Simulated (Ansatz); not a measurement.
AgAu:
```cif
data_Ag3Au3
_chemical_formula_sum 'Ag3 Au3'
_space_group_name_H-M_alt 'R-3m :H'
_space_group_IT_number 166
_space_group_name_Hall '-R 3 2"'
_cell_length_a 2.91561
_cell_length_b 2.91561
_cell_length_c 14.16528
_cell_angle_alpha 90.000
_cell_angle_beta 90.000
_cell_angle_gamma 120.000
loop_
_atom_site_label
_atom_site_type_symbol
_atom_site_symmetry_multiplicity
_atom_site_Wyckoff_symbol
_atom_site_fract_x
_atom_site_fract_y
_atom_site_fract_z
_atom_site_occupancy
Ag1 Ag 3 a 0.00000 0.00000 0.00000 1
Au1 Au 3 b 0.00000 0.00000 0.50000 1
```
(The calculation used a cell of 2 atoms; values per cell refer to that cell.)

Relaxed with r²SCAN.

Q: Which orbitals make up the states near the Fermi level in r²SCAN in the plane-wave PAW code Ansatz?

A: Within 0.5 eV of the Fermi level: Ag 5s 28 %, Au 6s 23 %, Au 5d 17 %, Ag 4d 7 %, outside the projected shells 25 %. Projections are on Löwdin-orthogonalised atomic valence shells; empty p or d shells of many metals are not among them.

Q: Tabulate the density of states.

A: States/eV per cell of 2 atoms, in 0.25 eV bins, energy from the Fermi level.

```
E (eV)  total  Ag 4d  Au 5d  Au 6s
------  -----  -----  -----  -----
-7.85    0.28   0.01   0.02   0.18
-7.60    0.31   0.02   0.02   0.19
-7.35    0.37   0.03   0.04   0.22
-7.10    0.87   0.19   0.24   0.32
-6.85    1.70   0.51   0.63   0.41
-6.60    3.61   1.45   1.50   0.41
-6.35    4.61   2.14   1.96   0.19
-6.10    4.76   2.42   1.94   0.10
-5.85    3.74   1.93   1.57   0.06
-5.60    3.98   2.19   1.65   0.03
-5.35    4.81   2.62   2.01   0.05
-5.10    4.88   2.76   1.90   0.08
-4.85    6.97   4.08   2.57   0.11
-4.60    5.80   3.14   2.39   0.10
-4.35    4.28   2.47   1.59   0.08
-4.10    5.00   2.71   2.06   0.10
-3.85    4.34   2.06   2.10   0.09
-3.60    4.66   1.99   2.49   0.09
-3.35    4.15   1.88   2.14   0.06
-3.10    4.84   1.92   2.78   0.06
-2.85    4.19   1.37   2.66   0.08
-2.60    3.38   0.97   2.24   0.09
-2.35    1.27   0.17   0.95   0.07
-2.10    0.68   0.07   0.45   0.08
-1.85    0.46   0.06   0.21   0.08
-1.60    0.47   0.06   0.19   0.09
-1.35    0.47   0.05   0.17   0.10
-1.10    0.48   0.05   0.15   0.11
-0.85    0.49   0.05   0.13   0.11
-0.60    0.51   0.04   0.12   0.12
-0.35    0.52   0.04   0.10   0.12
-0.10    0.53   0.04   0.09   0.12
0.15     0.53   0.04   0.08   0.12
0.40     0.54   0.03   0.07   0.12
0.65     0.52   0.03   0.06   0.12
0.90     0.50   0.03   0.05   0.12
1.15     0.50   0.02   0.05   0.13
1.40     0.53   0.02   0.05   0.14
1.65     0.55   0.02   0.04   0.14
1.90     0.51   0.02   0.03   0.13
2.15     0.49   0.02   0.03   0.12
2.40     0.45   0.01   0.02   0.11
2.65     0.42   0.01   0.02   0.09
2.90     0.39   0.01   0.02   0.08
3.15     0.49   0.01   0.02   0.13
3.40     0.62   0.02   0.03   0.16
3.65     0.72   0.02   0.03   0.19
3.90     0.67   0.02   0.02   0.16
4.15     0.61   0.01   0.02   0.14
4.40     0.58   0.01   0.02   0.11
4.65     0.56   0.01   0.01   0.10
```

The workflow started from a Materials Project entry (that database holds measured and hypothetical structures alike); the Crystallography Open Database copy checked does not list it. With Ag and Au taken as one species the cell has the higher symmetry Fm-3m, so it may be an ordered model of a mixed-site phase. Whether it is the stable phase at ambient conditions was not checked. The r²SCAN relaxation kept the symmetry of its start; its stability against distortions is not shown here. The run is not spin-polarised. Spin–orbit coupling is left out wherever it is not named.

Potentials: the later of the program's two PAW sets.
